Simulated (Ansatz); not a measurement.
Here is the system:

Hf:
```yaml
crystal:
  lattice:
    - [3.16043, 0.00000, 0.00000]
    - [-1.58022, 2.73702, 0.00000]
    - [0.00000, 0.00000, 4.99564]
  atoms:
    - { symbol: Hf, position: [0.33333, 0.66667, 0.25000] }
    - { symbol: Hf, position: [0.66667, 0.33333, 0.75000] }
```

This is the PBEsol-relaxed structure.

Question: All from DFT-PBEsol in the program Ansatz with PAW potentials, unless another level is named. Estimate the Poisson's ratio.

Answer: 0.30.

Question: Next, the highest zone-centre frequency?

Answer: 111 cm⁻¹.

Space group P6_3/mmc (hcp (Mg type)). The PBEsol relaxation kept the symmetry of its start; of distortions, only those at the zone centre were tested. The run is not spin-polarised. As this level gives no gap, phonon frequencies hold no LO–TO term and depend on the k-mesh and smearing (Fermi–Dirac, 0.1 eV here). Scalar-relativistic: spin–orbit coupling is off unless named, which matters more the heavier the elements.

Potentials: the earlier of the program's two PAW sets.
